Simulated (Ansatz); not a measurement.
# WS2 with La replacing W: gradients before and after relaxing the atoms

Start: a supercell of WS2 (space group P6_3/mmc) built from a structure deposited in the COD (the entry's cell lengths or inner coordinates differ somewhat from later room-temperature determinations), with all atoms left at the host's positions.

```yaml
crystal:
  lattice:
    - [6.36000, 0.00000, 0.00000]
    - [-4.77000, 8.26188, 0.00000]
    - [0.00000, 0.00000, 12.50000]
  atoms:
    - { symbol: La, position: [0.16667, 0.22222, 0.25000] }
    - { symbol: W, position: [0.16667, 0.55556, 0.25000] }
    - { symbol: W, position: [0.16667, 0.88889, 0.25000] }
    - { symbol: W, position: [0.66667, 0.22222, 0.25000] }
    - { symbol: W, position: [0.66667, 0.55556, 0.25000] }
    - { symbol: W, position: [0.66667, 0.88889, 0.25000] }
    - { symbol: W, position: [0.33333, 0.11111, 0.75000] }
    - { symbol: W, position: [0.33333, 0.44444, 0.75000] }
    - { symbol: W, position: [0.33333, 0.77778, 0.75000] }
    - { symbol: W, position: [0.83333, 0.11111, 0.75000] }
    - { symbol: W, position: [0.83333, 0.44444, 0.75000] }
    - { symbol: W, position: [0.83333, 0.77778, 0.75000] }
    - { symbol: S, position: [0.16667, 0.22222, 0.62500] }
    - { symbol: S, position: [0.16667, 0.55556, 0.62500] }
    - { symbol: S, position: [0.16667, 0.88889, 0.62500] }
    - { symbol: S, position: [0.66667, 0.22222, 0.62500] }
    - { symbol: S, position: [0.66667, 0.55556, 0.62500] }
    - { symbol: S, position: [0.66667, 0.88889, 0.62500] }
    - { symbol: S, position: [0.33333, 0.11111, 0.12500] }
    - { symbol: S, position: [0.33333, 0.44444, 0.12500] }
    - { symbol: S, position: [0.33333, 0.77778, 0.12500] }
    - { symbol: S, position: [0.83333, 0.11111, 0.12500] }
    - { symbol: S, position: [0.83333, 0.44444, 0.12500] }
    - { symbol: S, position: [0.83333, 0.77778, 0.12500] }
    - { symbol: S, position: [0.16667, 0.22222, 0.87500] }
    - { symbol: S, position: [0.16667, 0.55556, 0.87500] }
    - { symbol: S, position: [0.16667, 0.88889, 0.87500] }
    - { symbol: S, position: [0.66667, 0.22222, 0.87500] }
    - { symbol: S, position: [0.66667, 0.55556, 0.87500] }
    - { symbol: S, position: [0.66667, 0.88889, 0.87500] }
    - { symbol: S, position: [0.33333, 0.11111, 0.37500] }
    - { symbol: S, position: [0.33333, 0.44444, 0.37500] }
    - { symbol: S, position: [0.33333, 0.77778, 0.37500] }
    - { symbol: S, position: [0.83333, 0.11111, 0.37500] }
    - { symbol: S, position: [0.83333, 0.44444, 0.37500] }
    - { symbol: S, position: [0.83333, 0.77778, 0.37500] }
```

Atoms are numbered from 1 in the order listed; like atoms form one site, named after its first atom.

Level of theory: DFT, PBE, plane waves and PAW, scalar-relativistic, 420 eV cutoff, Γ-centred 4×3×2 k-points, Fermi–Dirac smearing 0.01 eV, cell charge -1 (Ansatz 0.2.0).

The largest force at the start is 4.1 eV/Å. Relaxing the ions at fixed cell moves them by 0.333 Å at most (atom 20, S) and 0.131 Å rms.

| site | atom | moved (Å) | first shell before | first shell after | V_zz before (10²¹ V/m²) | η before |
| --- | --- | --- | --- | --- | --- | --- |
| La | 1 | 0.056 | 6 S at 2.41 Å | 6 S at 2.67–2.68 Å | 17.63 | 0.65 |
| W3 | 3 | 0.126 | 6 S at 2.41 Å | 6 S at 2.38–2.42 Å | -12.25 | 0.97 |
| W4 | 4 | 0.039 | 6 S at 2.41 Å | 6 S at 2.40–2.43 Å | 15.01 | 0.31 |
| W5 | 5 | 0.166 | 6 S at 2.41 Å | 6 S at 2.37–2.44 Å | 12.03 | 0.99 |
| W6 | 6 | 0.134 | 6 S at 2.41 Å | 6 S at 2.41–2.43 Å | 12.05 | 0.91 |
| W8 | 8 | 0.012 | 6 S at 2.41 Å | 6 S at 2.42 Å | -18.11 | 0.00 |
| S20 | 20 | 0.333 | 1 La at 2.41 Å, 2 W at 2.41 Å | 2 W at 2.44–2.46 Å, 1 La at 2.68 Å | -8.67 | 0.36 |
| S21 | 21 | 0.113 | 3 W at 2.41 Å | 3 W at 2.37–2.41 Å | -4.37 | 0.04 |
| S22 | 22 | 0.251 | 2 W at 2.41 Å, 1 La at 2.41 Å | 2 W at 2.41–2.43 Å, 1 La at 2.68 Å | -6.71 | 0.51 |
| S23 | 23 | 0.048 | 3 W at 2.41 Å | 3 W at 2.40–2.44 Å | -4.06 | 0.01 |
| S24 | 24 | 0.109 | 3 W at 2.41 Å | 3 W at 2.37–2.43 Å | -4.07 | 0.09 |

Task: What are V_zz and η after the relaxation?

Result: 

| site | atom | V_zz after | η after | change of V_zz |
| --- | --- | --- | --- | --- |
| La | 1 | -14.49 | 0.73 | -32.12 |
| W3 | 3 | -15.09 | 0.53 | -2.84 |
| W4 | 4 | -24.1 | 0.50 | – |
| W5 | 5 | -16.75 | 0.90 | – |
| W6 | 6 | 12.12 | 0.65 | – |
| W8 | 8 | -17.53 | 0.01 | +0.58 |
| S20 | 20 | -11.84 | 0.28 | -3.17 |
| S21 | 21 | -3.18 | 0.57 | +1.19 |
| S22 | 22 | -9.17 | 0.28 | -2.46 |
| S23 | 23 | -6.19 | 0.28 | -2.13 |
| S24 | 24 | -4.70 | 0.19 | -0.63 |

The largest change of V_zz along a kept axis is on La, from 17.63 to -14.49. In per cent, |V_zz| changes by -3 to +23 on W, -27 to +52 on S (all sites that start above 2, bar those whose gradient vanishes or changes sign or whose main axis turns by over 40°). Where |V_zz| stays above 0.1 and the axes keep their order, η moves most on S21, from 0.04 to 0.57. On La, W3, S24 V_xx and V_yy change places (or their axes turn by over 50°), so the two values of η hide a larger change. V_zz changes sign on La (same axis). On W4, W6, W5 the largest principal value lies along another axis in the second run, so the two V_zz can't be compared directly. The table leaves out 13 of the 24 sites, with |V_zz| up to 18.20; their tensors move by 3.68 at most along any direction. The statements above cover all sites. The host's own positions weren't relaxed first, so part of the change far from the defect can be the host's relaxation.

The run isn't spin-polarised, and a state with spin may lie lower. The defect repeats with the cell of 36 atoms, so it feels its images: sites between two images don't show the values beside a lone defect, and zeros or small values of η there can come from the images' arrangement. S and W carry a gradient in the pure host already, so the values there aren't the defect's effect alone. A uniform background compensates the cell's charge. The defect cell has no gap above 0.1 eV on its mesh, so the values can hang on the smearing and the k-mesh. Without spin–orbit coupling the gradients at and beside W can be off by some per cent, at some sites by more.
Before: The cell keeps the host's lattice, where the PBE pressure is 8 GPa (in a charged cell this depends on the convention for the mean potential). The neighbours have not yet relaxed around the defect (largest force 4.1 eV/Å), so the values at and beside it are those of a strained start, not of the defect in a real crystal.
After: The relaxation keeps the site symmetry m of the start, so the impurity can move only within its mirror plane; a distortion that would localise the partly filled state isn't explored. The cell keeps the host's lattice, where the PBE pressure is 5 GPa (in a charged cell this depends on the convention for the mean potential).
